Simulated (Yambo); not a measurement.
A G0W0@LDA run in Yambo for Cs2NaYF6 (space group Fm-3m, No. 225) (2×2×2 Γ-centred k mesh, bands 2 to 286 and a 7 Ry block in the screening, 286 bands in G with the Bruneval-Gonze terminator, plasmon pole fitted at 27.2 eV) gives these matrix elements, in eV, at the band edges (Γ → Γ):

```
state               E0    <Vxc>     <Σx>  <Σc(E0)>      Z
---------------  -----  -------  -------  --------  -----
valence edge     0.000  -21.921  -29.706     4.994  0.799
conduction edge  6.542   -9.145   -4.399    -3.066  0.887
```

**Question.** Solve the linearised quasiparticle equation for both states, give the gap, and say how exchange and correlation each act on it.

**Answer.** E = E0 + Z(Σx + Σc − Vxc). Valence: 0.000 + 0.799 × (-29.706 + (4.994) − (-21.921)) = -2.23 eV. Conduction: 6.542 + 0.887 × (-4.399 + (-3.066) − (-9.145)) = 8.03 eV. The gap is 10.26 eV, against 6.54 eV in LDA. Replacing Vxc by bare exchange alone would open it by 12.53 eV; correlation takes back 8.06 eV of that, and Z scales what is left. Nearest settings tried, and what they do to the gap: 224 bands in W, 224 bands in G: +34 meV; 6 Ry block (339 vectors against 459): +17 meV; 1×1×1 mesh: -52 meV. So the settings aren't converged at that level. The k mesh is coarse. 

Geometry of the Materials Project entry, not relaxed at this level; primitive cell a = b = c = 6.506 Å, α = β = γ = 60.00°.
